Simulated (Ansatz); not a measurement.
Data:

SrTiO₃:
```yaml
crystal:
  lattice:
    - [-2.71555, 2.71555, 3.87115]
    - [2.71555, -2.71555, 3.87115]
    - [2.71555, 2.71555, -3.87115]
  atoms:
    - { symbol: Sr, position: [0.75000, 0.25000, 0.50000] }
    - { symbol: Sr, position: [0.25000, 0.75000, 0.50000] }
    - { symbol: Ti, position: [0.00000, 0.00000, 0.00000] }
    - { symbol: Ti, position: [0.50000, 0.50000, 0.00000] }
    - { symbol: O, position: [0.77742, 0.27742, 0.05483] }
    - { symbol: O, position: [0.22258, 0.72258, 0.94517] }
    - { symbol: O, position: [0.27742, 0.22258, 0.50000] }
    - { symbol: O, position: [0.72258, 0.77742, 0.50000] }
    - { symbol: O, position: [0.75000, 0.75000, 0.00000] }
    - { symbol: O, position: [0.25000, 0.25000, 0.00000] }
```

This is the LDA-relaxed structure. Cartesian axes are those of the cell as given.

Question: All from LDA (plane waves, PAW; program Ansatz), unless another level is named. Estimate the formation energy from the elements (no fitted shifts).

Answer: -3373 meV/atom.

Question: Next, the electron effective mass, band 2 of 2 at the edge?

Answer: 0.66 along x, 0.41 along z (mₑ).

Question: Give the band gap.

Answer: 2.00 eV (smallest direct gap 2.01 eV).

Question: And the valence-band maximum?

Answer: on the Γ–X line, 32 % of the way from Γ.

Question: What about the conduction-band minimum?

Answer: at Γ.

Space group I4/mcm. The first step of the workflow began from a Materials Project structure, measured or hypothetical; the Crystallography Open Database files this formula in space group No. 140, but the cells were not matched. It is not the phase usual at ambient conditions (space group No. 221). Symmetry was held in the LDA relaxation; its stability against distortions is not shown here. The run is not spin-polarised. The references are the lowest solids computed at this level, not always the standard phases (solids in place of the gases). Scalar-relativistic: spin–orbit coupling is off unless named, which matters more the heavier the elements.

Potentials: the later of the program's two PAW sets.
